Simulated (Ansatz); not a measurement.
TaAs (CsCl type, space group No. 221), a = 3.179 Å, b = 3.179 Å, c = 3.179 Å, α = 90.00°, β = 90.00°, γ = 90.00°.

Relaxed with PBEsol.

### Question
Decompose the optical modes at the zone centre into irreducible representations, and say which are infrared and Raman allowed.

### Answer
Point group m-3m: Γ_opt = T1u. Infrared: T1u. Raman: none.

### Question
Assign frequencies (DFPT, PBEsol in the plane-wave PAW code Ansatz).

### Answer
T1u 165 cm⁻¹.

Space group Pm-3m (CsCl type). A made-up cell: these elements were put on the sites of a structure type; neither database checked (COD, Materials Project) lists it. It is not the phase usual at ambient conditions (space group No. 109). The cell was relaxed with PBEsol under the symmetry of its start; its stability against distortions is not shown here. The run is not spin-polarised. As this level gives no gap, phonon frequencies hold no LO–TO term and depend on the k-mesh and smearing (Fermi–Dirac, 0.1 eV here). Spin–orbit coupling is left out wherever it is not named.

Potentials: the earlier of the program's two PAW sets. The files were generated under PBE; for other functionals the program regenerates the frozen cores, and for LDA and PBEsol the local potential too.
